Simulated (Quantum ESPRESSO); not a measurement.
## Mo2Mg2W3In (different elements on one site, starting from this cell)

A calculation, not a measurement. The program is pw.x of Quantum ESPRESSO 7.5 (plane-wave density functional theory). The cell is made up: eight metal atoms on a face-centred cubic lattice, with elements, volume, strain and displacements drawn at random and not relaxed, so it may be unstable or far from any real phase. PseudoDojo standard norm-conserving files set the functional (PBE unless stated); there is no spin polarisation or spin-orbit coupling, the Fermi-Dirac width of 0.25 eV means electrons at about 2900 K, and the masses in the input are unused placeholders. The tin pseudopotential is less sure than most, with forces differing by about three percent from a second method on plain tin. Heavy elements are run without spin-orbit coupling, which real alloys of them have. A spin test at this wide smearing found no moment, but such smearing suppresses magnetism that the real alloy may have.

The runs put different elements on site 5. Cell, positions, cutoff, mesh and smearing stay as in the input of run 1; sites are counted in its order. Stress in the tables is positive in tension.

Input of run 1:

```
&control calculation='scf', pseudo_dir='./dojo.nc.sr.pbe.v0_5.standard.upf', outdir='./o', disk_io='minimal', tprnfor=.true., tstress=.true. /
&system ibrav=0, nat=8, ntyp=4, nbnd=66, ecutwfc=84.00895049, nosym=.true., tot_charge=0,
 occupations='smearing', smearing='fd', degauss=0.0183746611
/
&electrons conv_thr=1.470e-08, electron_maxstep=70, mixing_beta=0.5 /
ATOMIC_SPECIES
In 1.0 In.upf
Mg 1.0 Mg.upf
Mo 1.0 Mo.upf
W 1.0 W.upf
CELL_PARAMETERS angstrom
0.0479 -0.0162 -4.1798
-4.2434 -0.0057 0.0479
2.1091 8.4127 2.0983
ATOMIC_POSITIONS angstrom
Mo 0.0089 0.053 0.0241
Mo -2.2024 2.1327 -0.011
Mg 0.052 4.0836 0.1042
W -1.9464 6.3565 -0.0051
W -2.08 0.0164 -2.1562
Mg -0.0642 1.9567 -2.0723
W -2.0953 4.3341 -2.0113
In -0.0248 6.3286 -2.0082
K_POINTS automatic
6 6 3 1 1 1
```

```
run  elements on sites 1 to 8  -TS (eV)  pressure (GPa)  stress xx (GPa)  stress yy (GPa)  stress zz (GPa)  stress yz (GPa)  stress xz (GPa)  stress xy (GPa)  iterations
  1      Mo Mo Mg W W Mg W In    -1.523          -10.33             5.26            13.87            11.87            -0.59            -1.09             1.36          17
  2     Mo Mo Mg W Sn Mg W In    -1.472           -3.64            -1.88             8.23             4.56            -0.74            -1.03             0.45          14
  3     Mo Mo Mg W Pt Mg W In    -1.532          -11.15             5.40            15.81            12.25            -0.23            -1.18             1.08          17
  4     Mo Mo Mg W Au Mg W In    -1.436           -8.42             2.49            13.28             9.50            -0.28            -1.28             0.77          17
  5     Mo Mo Mg W Hf Mg W In    -1.478           -3.39            -2.29             7.46             5.01            -0.96            -1.25             0.58          16
```

Forces Fx Fy Fz (eV/Å):

| site | run 1 | run 2 | run 3 | run 4 | run 5 |
| --- | --- | --- | --- | --- | --- |
| 1 | -0.08 -0.27 -0.07 | 0.13 -0.27 -0.44 | 0.02 -0.13 -0.23 | 0.17 -0.19 -0.43 | 0.11 -0.28 -0.50 |
| 2 | 0.47 -0.84 0.15 | 0.35 -0.15 -0.01 | 0.43 -0.63 0.10 | 0.38 -0.16 0.09 | 0.38 0.08 0.11 |
| 3 | -0.39 0.51 -0.32 | -0.36 0.48 -0.32 | -0.35 0.43 -0.33 | -0.35 0.46 -0.33 | -0.38 0.62 -0.32 |
| 4 | -1.84 0.57 0.47 | -2.13 -0.32 0.31 | -2.02 0.23 0.43 | -2.19 -0.32 0.39 | -2.11 -0.63 0.36 |
| 5 | -0.16 -0.36 0.36 | 0.19 0.55 0.87 | 0.06 -0.27 0.42 | 0.15 0.07 0.62 | -0.02 0.13 0.97 |
| 6 | 0.31 0.90 0.00 | 0.27 1.34 0.01 | 0.20 0.33 -0.02 | 0.19 0.50 -0.02 | 0.38 1.46 0.01 |
| 7 | 0.29 -0.44 0.16 | 0.21 -0.40 0.34 | 0.22 -0.24 0.24 | 0.23 -0.33 0.27 | 0.28 -0.72 0.19 |
| 8 | 1.40 -0.06 -0.75 | 1.34 -1.23 -0.75 | 1.44 0.28 -0.60 | 1.42 -0.03 -0.60 | 1.37 -0.65 -0.83 |

Energies are left out, as each element's file has its own zero. A rerun of one cell of this series at a higher cutoff and on a denser mesh moved values by no more than 0.004 eV in energy, 0.03 GPa in stress and 0.006 eV/Å in force, and a second program with other atomic files agreed on that cell to 2 % rms in force and 0.5 GPa in pressure.